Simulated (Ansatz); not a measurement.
A geometry of Cs₂P₃ away from equilibrium: the start of the relaxation of a relaxed Cs2P3 cell shaken by Gaussian noise of σ = 0.08 Å a coordinate. Calculation: PBE (plane waves to 420 eV, PAW, scalar-relativistic; Ansatz, an electronic-structure program). Γ-centred k-mesh 3×3×6 on the run's cell (coarser than for final values), Fermi–Dirac smearing 0.05 eV.

```xyz
10
Lattice="10.1208 0.0000 0.0000 0.0000 10.1208 0.0000 0.0000 0.0000 3.8372" Properties=species:S:1:pos:R:3 pbc="T T T"
P      5.0272     5.0099     0.0646
P     -0.1380    -0.0285     0.0870
P      5.7875     0.8167     1.9325
P      0.6609     4.2194     1.9930
P      9.3273     5.7239     1.8053
P      4.2099     9.3964     1.9723
Cs     8.0087     2.9011    -0.1380
Cs     2.7721     2.1159     0.0150
Cs     7.2108     7.9052    -0.0960
Cs     2.0911     7.1985    -0.0741
```

Question: Give the Cartesian forces on all atoms (eV/Å).

Answer: 
| atom | Fx | Fy | Fz |
|---|---|---|---|
| P1 | -0.01 | -0.03 | 0.02 |
| P2 | 0.05 | -0.03 | 0.05 |
| P3 | -2.61 | -2.60 | 0.01 |
| P4 | -1.67 | 1.99 | -0.43 |
| P5 | 1.82 | -1.75 | 0.30 |
| P6 | 2.70 | 2.52 | -0.15 |
| Cs7 | -0.27 | -0.13 | 0.10 |
| Cs8 | 0.10 | -0.01 | 0.02 |
| Cs9 | -0.13 | 0.05 | 0.03 |
| Cs10 | 0.04 | 0.00 | 0.04 |

Question: What is the pressure?

Answer: -1.6 GPa, compression positive.

Question: How much energy per atom can still be gained by relaxing?

Answer: 0.72 eV/atom; the path ends in C2/m (No. 12).

No spin polarisation in the result.

The end of the path is a generated cell of Cs2P3: the first start was made by placing the elements on the sites of a structure type, and the end was not matched to a known phase here, so it may be hypothetical.
